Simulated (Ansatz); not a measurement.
PbS (NiAs type, P6_3/mmc), LDA in the plane-wave PAW code Ansatz, all energies at zero smearing, with the estimated change up to a 700 eV cutoff added, with one set of potentials and settings (totals compare only within such a set). Cell of 4 atoms (2 Pb, 2 S): -24945.642 eV.

```
element             reference phase  E (eV/atom)
-------  --------------------------  -----------
Pb       Fm-3m, 1 atoms in the cell  -11602.3592
S        Fddd, 32 atoms in the cell    -869.4931
```

Formation energy per atom, worked out: (-24945.642 − 2×(-11602.3592) − 2×(-869.4931))/4 = -0.484 eV/atom (-47 kJ per mol of atoms), at 0 K, without zero-point energy or fitted corrections.

The first step of the workflow began from a Materials Project structure, measured or hypothetical; the Crystallography Open Database copy checked does not list it. It is not the phase usual at ambient conditions (space group No. 225). The LDA relaxation kept the symmetry of its start; of distortions, only those at the zone centre were tested, and some modes there are weakly imaginary. The references are the lowest solids computed at this level, not always the standard phases. Spin–orbit coupling is left out wherever it is not named.

Potentials: the later of the program's two PAW sets.
